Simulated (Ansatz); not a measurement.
HgS (zinc blende, F-43m) at seven volumes, plane-wave PAW PBE (Ansatz code), scaled uniformly. One row is withheld.

```json
[
 {"V (Å³/atom)": "24.464", "P (GPa)": "5.99"},
 {"V (Å³/atom)": "25.271", "P (GPa)": "3.63"},
 {"V (Å³/atom)": "26.077", "P (GPa)": "1.66"},
 {"V (Å³/atom)": "26.884", "P (GPa)": "0.00"},
 {"V (Å³/atom)": "27.691", "P (GPa)": "-1.38"},
 {"V (Å³/atom)": "28.497", "P (GPa)": "?"},
 {"V (Å³/atom)": "29.304", "P (GPa)": "-3.50"}
]
```

Question: Fit the shown pressures and predict the withheld one.

Answer: P = (3/2)B₀(x^(7/2) − x^(5/2))[1 + (3/4)(B′ − 4)(x − 1)] with x = (V₀/V)^(2/3). Least squares on the six rows gives V₀ = 26.886 Å³/atom, B₀ = 50.3 GPa, B′ = 4.93. At V = 28.497, x = 0.9619 and P = -2.54 GPa. The run itself gave -2.54 GPa.

The PBE relaxation kept the symmetry of its start; of distortions, only those at the zone centre were tested. Spin–orbit coupling is left out wherever it is not named.

Potentials: the later of the program's two PAW sets.
